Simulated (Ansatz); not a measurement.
Consider the following.

NbAs:
```
CELL_PARAMETERS angstrom
     -1.70853     1.70853     5.76554
      1.70853    -1.70853     5.76554
      1.70853     1.70853    -5.76554
ATOMIC_POSITIONS crystal
  Nb 0.99926 0.99926 0.00000
  Nb 0.74926 0.24926 0.50000
  As 0.41774 0.41774 0.00000
  As 0.16774 0.66774 0.50000
```

This is the LDA-relaxed structure.

Problem. All from LDA (plane waves, PAW; program Ansatz), unless another level is named. Predict the electronic character.

Solution. no gap, with almost no states at the Fermi level (zero-gap or semimetallic).

Problem. What about the formation energy from the elements (no fitted shifts)?

Solution. -0.77 eV/atom.

Space group I4_1md. The cell was relaxed with LDA under the symmetry of its start. The run is not spin-polarised. A small band overlap can be real or an error of a semilocal functional. The references are the lowest solids computed at this level, not always the standard phases. Spin–orbit coupling is left out wherever it is not named.

Potentials: the earlier of the program's two PAW sets. The files were generated under PBE; for other functionals the program regenerates the frozen cores, and for LDA and PBEsol the local potential too.
